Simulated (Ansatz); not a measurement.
Hf:
```
CELL_PARAMETERS angstrom
      3.20467     0.00000     0.00000
     -1.60233     2.77532     0.00000
      0.00000     0.00000     5.06731
ATOMIC_POSITIONS crystal
  Hf 0.33333 0.66667 0.25000
  Hf 0.66667 0.33333 0.75000
```

Relaxed with PBE. Special points in fractions of this cell's reciprocal vectors: Γ (0.000, 0.000, 0.000); M (0.500, 0.000, 0.000); K (0.333, 0.333, 0.000); A (0.000, 0.000, 0.500); L (0.500, 0.000, 0.500); H (0.333, 0.333, 0.500).

Q: List the band energies nearest the Fermi level at these points for the program Ansatz at the PBE with spin–orbit coupling level (PAW).

A: In eV from the Fermi level; about four levels below and three above (degenerate sets whole), none deeper than 8.9 eV; points with the same levels are listed once.

```json
[
 {"k": "Γ", "below": "-7.31 -7.31 -3.65 -3.65", "above": "0.58 0.58 1.02 1.02"},
 {"k": "M", "below": "-2.18 -2.18 -0.81 -0.81", "above": "0.75 0.75 0.86 0.86"},
 {"k": "K", "below": "-1.62 -1.62 -1.45 -1.45", "above": "0.32 0.32 0.43 0.43"},
 {"k": "A", "below": "-5.35 -5.35 -5.35 -5.35", "above": "0.17 0.17 0.17 0.17"},
 {"k": "L", "below": "-0.95 -0.95 -0.95 -0.95", "above": "1.10 1.10 1.10 1.10"},
 {"k": "H", "below": "-0.36 -0.36 -0.06 -0.06", "above": "2.42 2.42 2.70 2.70"}
]
```

Space group P6_3/mmc (hcp (Mg type)). The cell was relaxed with PBE under the symmetry of its start. The run is not spin-polarised.

Potentials: the earlier of the program's two PAW sets.
